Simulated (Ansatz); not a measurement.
**Relaxation of Ag**

Method: Ansatz, DFT r2SCAN, scalar-relativistic, plane waves, PAW. Settings: 500 eV cutoff, 24×24×6 k-mesh, Gaussian smearing of 0.10 eV, no spin polarisation.

What was changed: biaxial strain in the a-b plane, c and atoms relaxed: +1.0 %.

Command:

```bash
ansatz run input.yaml --threads 1 --pin off --max-ram 2560MiB --backend cpu --events-out ev --progress --plain --runs-dir out
```

Input:

```yaml
crystal:
  lattice:
    - [2.9324214618, 0.0, 0.0]
    - [-1.4662107309, 2.5395514805, 0.0]
    - [0.0, 0.0, 9.4264732133]
  atoms:
    - { symbol: Ag, position: [0.0, 0.0, 0.0] }
    - { symbol: Ag, position: [0.0, 0.0, 0.5] }
    - { symbol: Ag, position: [0.3333333333, 0.6666666667, 0.25] }
    - { symbol: Ag, position: [0.6666666667, 0.3333333333, 0.75] }
basis:
  ecutwfc: 500
kpoints:
  mp_grid: { grid: [24, 24, 6] }
hamiltonian:
  xc: r2scan
scf:
  occupations: { method: gaussian, width: 0.1 }
output:
  forces: true
  stress: true
  eigenvalues: true
relax:
  adjacent_minimum: "off"
  f_tol: 0.008
  max_steps: 40
  cell: { stress_tol: 0.015, fix: [a, b, gamma] }
```

F is the free energy. Steps run on the plane waves of an earlier cell, but the last one, and at times one on the way, on a freshly chosen basis, so a repeated geometry can differ a little in energy. The held parts of the cell keep their stress, so P needn't end at zero.

Steps:

```tsv
step	F − F(1) (eV)	largest force component (eV/Å)	V (Å³/atom)	P (GPa)
1	0.0000	0.000	17.550	-1.42
2	-0.0001	0.000	17.517	-1.23
3	-0.0001	0.000	17.529	-1.30
4	-0.0001	0.000	17.529	-1.30
```

Relaxed structure:

```cif
data_structure
_symmetry_space_group_name_H-M 'P 1'
_symmetry_Int_Tables_number 1
_cell_length_a 2.9324
_cell_length_b 2.9324
_cell_length_c 9.4151
_cell_angle_alpha 90.000
_cell_angle_beta 90.000
_cell_angle_gamma 120.000
_cell_volume 70.11
loop_
_atom_site_label
_atom_site_type_symbol
_atom_site_fract_x
_atom_site_fract_y
_atom_site_fract_z
_atom_site_occupancy
Ag1 Ag 0.00000 0.00000 0.00000 1
Ag2 Ag 0.00000 0.00000 0.50000 1
Ag3 Ag 0.33333 0.66667 0.25000 1
Ag4 Ag 0.66667 0.33333 0.75000 1
```

Symmetry: P6_3/mmc, No. 194, hexagonal system. Conventional cell: a = 2.932 Å, b = 2.932 Å, c = 9.415 Å, α = 90.00°, β = 90.00°, γ = 120.00°. Ag (site symmetry -3m) is surrounded by 12 Ag at 2.90 to 2.93 Å. Ag (site symmetry -6m2) has 12 Ag at 2.90 to 2.93 Å as nearest neighbours.

The run converged. The run took 4 min on 1 thread of Intel(R) Xeon(R) Platinum 8259CL CPU @ 2.50GHz (Skylake/Cascade Lake), on a shared host, peak memory 1.1 GiB.